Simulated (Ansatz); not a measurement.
# Profile along the Mg–Te line in MgTe (wurtzite)

MgTe (wurtzite)

```yaml
crystal:
  lattice:
    - [4.60846, 0.00000, 0.00000]
    - [-2.30423, 3.99105, 0.00000]
    - [0.00000, 0.00000, 7.50071]
  atoms:
    - { symbol: Mg, position: [0.66667, 0.33333, 0.00081] }
    - { symbol: Mg, position: [0.33333, 0.66667, 0.50081] }
    - { symbol: Te, position: [0.66667, 0.33333, 0.62439] }
    - { symbol: Te, position: [0.33333, 0.66667, 0.12439] }
```

Fields along a shortest Mg–Te line of a (1 -1 0 0) plane (2.82 Å), from Mg to Te, interpolated on the slice's grid (step about 0.2 Å). These are PBE (plane waves to 420 eV, PAW, scalar-relativistic; Ansatz, a quantum-chemistry and plane-wave program) values and carry that method's errors. k mesh 8×8×5. Inside the PAW spheres the values are not all-electron values, and peaks at nuclei hang on which shells count as valence. MgTe was relaxed with its symmetry unable to fall. Spin-orbit coupling is left out, though Te is heavy.

```
distance from Mg (Å)  valence electron density (e/Å³)  electron localisation function
--------------------  -------------------------------  ------------------------------
0.00                                            31.39                               x
0.28                                            17.63                               x
0.56                                             2.26                            0.38
0.85                                             0.24                            0.06
1.13                                             0.20                            0.47
1.41                                             0.30                            0.85
1.69                                             0.50                            0.71
1.97                                             1.05                            0.49
2.26                                             4.59                            0.18
2.54                                            12.99                               x
2.82                                            17.55                               x
```

x: too close to a nucleus for the ELF to mean much.

Density on the Mg–Te line (2.82 Å) at its density minimum, 1.0 Å from Mg: 0.18 e/Å³. ELF at that point: 0.1. ELF maximum in the middle third of the Mg–Te line: 0.85, 1.4 Å from Mg.
